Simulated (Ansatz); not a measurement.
A generator proposed this cell of CsAs2.

```cif
data_structure
_symmetry_space_group_name_H-M 'P-3m1'
_symmetry_Int_Tables_number 164
_cell_length_a 4.2190
_cell_length_b 4.2190
_cell_length_c 6.7960
_cell_angle_alpha 90.000
_cell_angle_beta 90.000
_cell_angle_gamma 120.000
_cell_volume 104.76
loop_
_atom_site_label
_atom_site_type_symbol
_atom_site_symmetry_multiplicity
_atom_site_Wyckoff_symbol
_atom_site_fract_x
_atom_site_fract_y
_atom_site_fract_z
_atom_site_occupancy
Cs1 Cs 1 b 0.00000 0.00000 0.50000 1
As1 As 2 d 0.66667 0.33333 0.29371 1
```

These are results of DFT PBE, scalar-relativistic, plane waves, PAW in Ansatz, not measurements. Cutoff 420 eV; k points 6×6×4 on the computed 3-atom cell (Γ-centred); Gaussian smearing, width 0.10 eV; no spin polarisation.

Formation energies are uncorrected and refer to the elements' standard structures at the same level.

Task: How far from equilibrium is it?

Result: The pressure is 9.6 GPa (the mean over three directions, positive in compression), the largest force is 1.85 eV/Å, and the energy is +2.05 eV/atom against the elements. The shortest distance is 2.81 Å.

Task: How much does it gain on relaxing, and where does it end?

Result: Relaxing gains about 2.3 eV/atom (the start's value is from the coarse mesh, so the gain is rough) in 22 ionic steps and ends at −0.30 eV/atom on the finer mesh. The symmetry goes from P-3m1 (No. 164) to P6/mmm (No. 191). The end has the AlB2 type. The volume per atom shrinks by 0.7 %, from 34.9 to 34.7 Å³. The shortest distance goes from 2.81 Å (Cs–As) to 2.62 Å (As–As). Conventional cell: a = 4.544 Å, c = 5.816 Å. Around Cs lie 12 As at 3.92 Å; As has 3 As at 2.62 Å and 6 Cs at 3.92 Å.

The last run used a 12×12×8 mesh (in the run's order of axes) for its 3-atom cell and Gaussian smearing of 0.10 eV. An odd number of electrons in the primitive cell allows no gap without spin; a larger cell or a magnetic state could open one. The cell is a metal run without spin; a magnetic state may lie lower. The reference form of As is held partly by dispersion forces, which this level lacks. The relaxation can't lower the symmetry of the start. Symmetry constrained the relaxation, so the result can be a saddle point.
